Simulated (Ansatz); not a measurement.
An Ansatz (a program for electronic structure) input:

Ansatz 0.2 input:
```yaml
crystal:
  lattice:
    - [6.6556200747, 0.0, 0.0]
    - [0.0, 6.6556200747, 0.0]
    - [0.0, 0.0, 3.8589910402]
  atoms:
    - { symbol: Ga, position: [0.3242621714, 0.6757378286, 0.0] }
    - { symbol: Ga, position: [0.6757378286, 0.3242621714, 0.0] }
    - { symbol: Ga, position: [0.8242621714, 0.8242621714, 0.5] }
    - { symbol: Ga, position: [0.1757378286, 0.1757378286, 0.5] }
    - { symbol: P, position: [0.3168336826, 0.3168336826, 0.0] }
    - { symbol: P, position: [0.6831663174, 0.6831663174, 0.0] }
    - { symbol: P, position: [0.1831663174, 0.8168336826, 0.5] }
    - { symbol: P, position: [0.8168336826, 0.1831663174, 0.5] }
kpoints:
  mp_grid: { grid: [4, 4, 6] }
  band_path:
    path:
      - [[0.0, 0.0, 0.0], [0.0, 0.5, 0.0], [0.5, 0.5, 0.0], [0.0, 0.0, 0.0], [0.0, 0.0, 0.5], [0.0, 0.5, 0.5], [0.5, 0.5, 0.5], [0.0, 0.0, 0.5]]  # Γ-X-M-Γ-Z-R-A-Z
      - [[0.0, 0.5, 0.0], [0.0, 0.5, 0.5]]  # X-R
      - [[0.5, 0.5, 0.0], [0.5, 0.5, 0.5]]  # M-A
      - [VBM, CBM]
    npoints: 8
hamiltonian:
  xc: r2scan
  pseudopotentials: { azcp: { folder: ./paw }, kind: paw_fr }
magnetization: { noncollinear: true, spin_orbit: true }
scf:
  n_extra_bands: 16
  convergence: { dr2_threshold: 0.0000000001 }
  occupations: { method: gaussian, width: 0.01 }
checkpoint: { write: soc.run }
output: { eigenvalues: true }
```

**Question.** How many symmetry operations and irreducible k-points will the run report?

**Answer.** 16 operations, 24 of 96 k-points.

**Question.** With a cutoff of 500 eV, how many plane waves at Γ?

**Answer.** 4263.

It took about 19 core-minutes (a rough figure) on shared server cores.

Space group P4_2/mnm. The start of the workflow was typed in or built on a structure type; neither database checked (COD, Materials Project) lists it. It is not the phase usual at ambient conditions (space group No. 216). The cell was relaxed with r²SCAN under the symmetry of its start; its stability against distortions is not shown here. The volume moved by 17 % from the start of the relaxation.

Potentials: the earlier of the program's two PAW sets. The files were generated under PBE; for other functionals the program regenerates the frozen cores, and for LDA and PBEsol the local potential too.

Ansatz is a plane-wave DFT program.
